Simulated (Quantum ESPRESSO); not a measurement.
# ZnIn3O5F: input and log of a self-consistent run

Simulated, not a measurement. The program is pw.x of Quantum ESPRESSO 7.5 (plane-wave density functional theory). The cell is made up: 10 atoms on a corundum lattice, with randomly drawn elements, strain and displacements, not relaxed. PseudoDojo standard norm-conserving files (v0.5 for PBE, v0.4.1 for LDA and PBEsol) set the functional; there is no spin polarisation, spin-orbit coupling or dispersion term, and the masses in the input are unused placeholders.

Input:

```
&control calculation='scf', pseudo_dir='./dojo.nc.sr.pbe.v0_5.standard.upf', outdir='./o', disk_io='low', tprnfor=.true., tstress=.true. /
&system ibrav=0, nat=10, ntyp=4, nbnd=54, ecutwfc=84.00895049, nosym=.true., tot_charge=0,
 occupations='smearing', smearing='fd', degauss=0.0018374661
/
&electrons conv_thr=7.350e-09, electron_maxstep=60, /
ATOMIC_SPECIES
F 1.0 F.upf
In 1.0 In.upf
O 1.0 O.upf
Zn 1.0 Zn.upf
CELL_PARAMETERS angstrom
2.7523 1.5891 4.8742
-2.7523 1.5891 4.8742
0.0 -3.1781 4.8742
ATOMIC_POSITIONS angstrom
Zn 0.0695 0.0016 5.1043
In 0.025 -0.0406 2.24
In -0.0707 0.0325 9.4918
In -0.1218 0.0702 12.4802
O -0.9819 1.6308 8.4918
O -0.8359 -1.7504 8.5645
O 1.9466 0.0673 8.6071
O 1.028 -1.5502 6.0753
F 0.8572 1.7213 6.2025
O -1.9097 -0.2102 6.0856
K_POINTS automatic
5 5 5 1 1 1
```

The log is shortened where brackets say so; the opening notice, blank lines, dates and the lines on written files are dropped, and the path of the files is cut. It prints rydbergs, bohrs and kilobars, and counts compression as positive stress.

```
     Program PWSCF v.7.5
     Parallel version (MPI & OpenMP), running on       4 processor cores
     Number of MPI processes:                 4
     Threads/MPI process:                     1
     [start-up lines left out]
     bravais-lattice index     =            0
     lattice parameter (alat)  =      10.9959  a.u.
     unit-cell volume          =     863.1556 (a.u.)^3
     number of atoms/cell      =           10
     number of atomic types    =            4
     number of electrons       =        96.00
     number of Kohn-Sham states=           54
     kinetic-energy cutoff     =      84.0090  Ry
     charge density cutoff     =     336.0358  Ry
     scf convergence threshold =      7.3E-09
     mixing beta               =       0.7000
     number of iterations used =            8  plain     mixing
     Exchange-correlation= PBE
                           (   1   4   3   4   0   0   0)
     [axes and pseudopotential details left out]
   Cartesian axes
     site n.     atom                  positions (alat units)
         1        Zn     tau(   1) = (   0.0119441   0.0002750   0.8772111  )
         2        In     tau(   2) = (   0.0042964  -0.0069774   0.3849603  )
         3        In     tau(   3) = (  -0.0121503   0.0055854   1.6312350  )
         4        In     tau(   4) = (  -0.0209322   0.0120644   2.1448133  )
         5        O      tau(   5) = (  -0.1687467   0.2802649   1.4593777  )
         6        O      tau(   6) = (  -0.1436555  -0.3008190   1.4718717  )
         7        O      tau(   7) = (   0.3345374   0.0115660   1.4791928  )
         8        O      tau(   8) = (   0.1766693  -0.2664132   1.0440845  )
         9        F      tau(   9) = (   0.1473161   0.2958179   1.0659448  )
        10        O      tau(  10) = (  -0.3281959  -0.0361244   1.0458547  )
     number of k points=    63  Fermi-Dirac smearing, width (Ry)=  0.0018
                       cart. coord. in units 2pi/alat
        k(    1) = (   0.0000000   0.0000000   0.1193792), wk =   0.0320000
        k(    2) = (   0.0000000  -0.2441174   0.1989670), wk =   0.0320000
     [further k points left out]
     Dense  grid:    89687 G-vectors     FFT dimensions: (  72,  72,  72)
     Estimated max dynamical RAM per process >     297.56 MB
     Estimated total dynamical RAM >       1.10 GB
     Initial potential from superposition of free atoms
     starting charge      95.9882, renormalised to      96.0000
     Starting wfcs are   61 randomized atomic wfcs
     total cpu time spent up to now is        7.0 secs
     per-process dynamical memory:   242.6 Mb
     Self-consistent Calculation
     iteration #  1     ecut=    84.01 Ry     beta= 0.70
     Davidson diagonalization with overlap
     ethr =  1.00E-02,  avg # of iterations =  2.7
     total cpu time spent up to now is       20.2 secs
     total energy              =   -1030.30732365 Ry
     estimated scf accuracy    <       2.60316861 Ry
     iteration #  2     ecut=    84.01 Ry     beta= 0.70
     Davidson diagonalization with overlap
     ethr =  2.71E-03,  avg # of iterations =  3.2
     total cpu time spent up to now is       36.1 secs
     total energy              =   -1030.86827686 Ry
     estimated scf accuracy    <       4.02739935 Ry
     iteration #  3     ecut=    84.01 Ry     beta= 0.70
     Davidson diagonalization with overlap
     ethr =  2.71E-03,  avg # of iterations =  2.0
     total cpu time spent up to now is       49.6 secs
     total energy              =   -1031.59214110 Ry
     estimated scf accuracy    <       0.08184211 Ry
     iteration #  4     ecut=    84.01 Ry     beta= 0.70
     Davidson diagonalization with overlap
     ethr =  8.53E-05,  avg # of iterations =  4.6
     total cpu time spent up to now is       65.0 secs
     total energy              =   -1031.61775646 Ry
     estimated scf accuracy    <       0.01004656 Ry
     iteration #  5     ecut=    84.01 Ry     beta= 0.70
     Davidson diagonalization with overlap
     ethr =  1.05E-05,  avg # of iterations =  5.8
     total cpu time spent up to now is       82.1 secs
     total energy              =   -1031.61836758 Ry
     estimated scf accuracy    <       0.00885977 Ry
     [iterations 6 to 8 left out]
     iteration #  9     ecut=    84.01 Ry     beta= 0.70
     Davidson diagonalization with overlap
     ethr =  2.75E-08,  avg # of iterations =  2.5
     total cpu time spent up to now is      141.9 secs
     total energy              =   -1031.61971182 Ry
     estimated scf accuracy    <       0.00000393 Ry
     iteration # 10     ecut=    84.01 Ry     beta= 0.70
     Davidson diagonalization with overlap
     ethr =  4.10E-09,  avg # of iterations =  2.9
     total cpu time spent up to now is      159.1 secs
     total energy              =   -1031.61971214 Ry
     estimated scf accuracy    <       0.00000122 Ry
     iteration # 11     ecut=    84.01 Ry     beta= 0.70
     Davidson diagonalization with overlap
     ethr =  1.27E-09,  avg # of iterations =  2.2
     total cpu time spent up to now is      177.8 secs
     total energy              =   -1031.61971210 Ry
     estimated scf accuracy    <       0.00000033 Ry
     iteration # 12     ecut=    84.01 Ry     beta= 0.70
     Davidson diagonalization with overlap
     ethr =  3.42E-10,  avg # of iterations =  3.0
     total cpu time spent up to now is      200.6 secs
     total energy              =   -1031.61971221 Ry
     estimated scf accuracy    <       0.00000004 Ry
     iteration # 13     ecut=    84.01 Ry     beta= 0.70
     Davidson diagonalization with overlap
     ethr =  4.50E-11,  avg # of iterations =  2.8
     total cpu time spent up to now is      218.5 secs
     End of self-consistent calculation
     [lines on levels left out]
!    total energy              =   -1031.61971222 Ry
     estimated scf accuracy    <          4.1E-09 Ry
     smearing contrib. (-TS)   =      -0.00000000 Ry
     internal energy E=F+TS    =   -1031.61971222 Ry
     The total energy is F=E-TS. E is the sum of the following terms:
     one-electron contribution =    -485.58911214 Ry
     hartree contribution      =     310.47380364 Ry
     xc contribution           =    -218.65602547 Ry
     ewald contribution        =    -637.84837825 Ry
     convergence has been achieved in  13 iterations
     Forces acting on atoms (cartesian axes, Ry/au):
     atom    1 type  4   force =    -0.04151004   -0.03041944    0.00899172
     atom    2 type  2   force =     0.04042389    0.00845576   -0.00633230
     atom    3 type  2   force =     0.01433970    0.00316296   -0.05246970
     atom    4 type  2   force =     0.05857630    0.00102561    0.02085352
     atom    5 type  3   force =    -0.04718681   -0.01998587    0.01371444
     atom    6 type  3   force =     0.01163391   -0.01623161    0.00569891
     atom    7 type  3   force =    -0.02599796    0.06750222    0.02298870
     atom    8 type  3   force =     0.00379989   -0.00530507    0.00035630
     atom    9 type  1   force =    -0.01523132   -0.02050208   -0.02399777
     atom   10 type  3   force =     0.00115244    0.01229753    0.01019618
     Total force =     0.147799     Total SCF correction =     0.000119
     Computing stress (Cartesian axis) and pressure
          total   stress  (Ry/bohr**3)                   (kbar)     P=       37.64
   0.00007015  -0.00009376   0.00010352           10.32      -13.79       15.23
  -0.00009376   0.00031727   0.00010898          -13.79       46.67       16.03
   0.00010352   0.00010898   0.00038030           15.23       16.03       55.94
     init_run     :      6.58s CPU      6.88s WALL (       1 calls)
     electrons    :    210.33s CPU    211.55s WALL (       1 calls)
     forces       :      1.99s CPU      2.02s WALL (       1 calls)
     stress       :      6.04s CPU      6.05s WALL (       1 calls)
     [timing details left out]
     PWSCF        :   3m45.07s CPU   3m46.75s WALL
     JOB DONE.
```

In other units: free energy -14035.901 eV for the cell, pressure 3.76 GPa, largest force component 1.736 eV/Å. A rerun of a related cell, with the same atoms placed differently, at 1437 eV and a 7 x 7 x 7 mesh moved values by no more than 0.003 eV in energy, 0.03 GPa in stress and 0.002 eV/Å in force.